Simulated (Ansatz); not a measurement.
Geometry optimisation in Ansatz: input, command and trajectory.

```yaml
crystal:
  lattice:
    - [2.9409318198, 0.0, 0.0]
    - [-1.4704659099, 2.5469216668, 0.0]
    - [0.0, 0.0, 2.864194693]
  atoms:
    - { symbol: W, position: [0.0, 0.0, 0.0] }
    - { symbol: C, position: [0.6666666667, 0.3333333333, 0.5] }
basis:
  ecutwfc: 500
kpoints:
  mp_grid: { grid: [18, 18, 14] }
hamiltonian:
  xc: r2scan
scf:
  occupations: { method: gaussian, width: 0.1 }
output:
  forces: true
  stress: true
  eigenvalues: true
  write_density: true
  write_potential: true
  elf: true
  volumetric_format: npy
relax:
  adjacent_minimum: "off"
  f_tol: 0.01
  max_steps: 30
  cell: { stress_tol: 0.1, fix: [volume] }
```

```bash
ansatz run input.yaml --threads 1 --pin off --max-ram 2560MiB --backend cpu --events-out ev --progress --plain --runs-dir out
```

These are results of DFT r2SCAN, scalar-relativistic, plane waves, PAW in Ansatz, not measurements.

The volume is held at 1.03 times that of the relaxed cell.

Of 4 frames 3 are shown, positions in Å and forces in eV/Å; the SCF threshold varies from step to step. Steps run on the plane waves of an earlier cell, with a Pulay correction in the pressure. The basis is chosen afresh for the last frame, the zero of the energies, and at times for earlier ones too; energy and pressure step there, also at an unchanged geometry. The mark taken_back stands on steps that the optimiser undid.

```xyz
2
Lattice="2.9409 0.0000 0.0000 -1.4705 2.5469 0.0000 0.0000 0.0000 2.8642" Properties=species:S:1:pos:R:3:forces:R:3 pbc="T T T" step=1 free_energy_over_end_meV_per_atom=0.10 pressure_GPa=-11.22
W     0.0000    0.0000    0.0000    0.0000    0.0000    0.0000
C     1.4705    0.8490    1.4321    0.0000    0.0000    0.0000
2
Lattice="2.9492 0.0000 0.0000 -1.4746 2.5541 0.0000 0.0000 0.0000 2.8481" Properties=species:S:1:pos:R:3:forces:R:3 pbc="T T T" step=2 free_energy_over_end_meV_per_atom=0.57 pressure_GPa=-10.87 taken_back
W     0.0000    0.0000    0.0000    0.0000    0.0000    0.0000
C     1.4746    0.8514    1.4241    0.0000    0.0000    0.0000
2
Lattice="2.9434 0.0000 0.0000 -1.4717 2.5490 0.0000 0.0000 0.0000 2.8595" Properties=species:S:1:pos:R:3:forces:R:3 pbc="T T T" step=4 free_energy_over_end_meV_per_atom=0.00 pressure_GPa=-11.12
W     0.0000    0.0000    0.0000    0.0000    0.0000    0.0000
C     1.4717    0.8497    1.4297    0.0000    0.0000    0.0000
```

It took 57 s on 1 thread of Intel(R) Xeon(R) Platinum 8488C (Sapphire Rapids), on a shared host, peak memory 0.56 GiB.

Spin–orbit coupling is left out, which can shift energies with elements as heavy as these.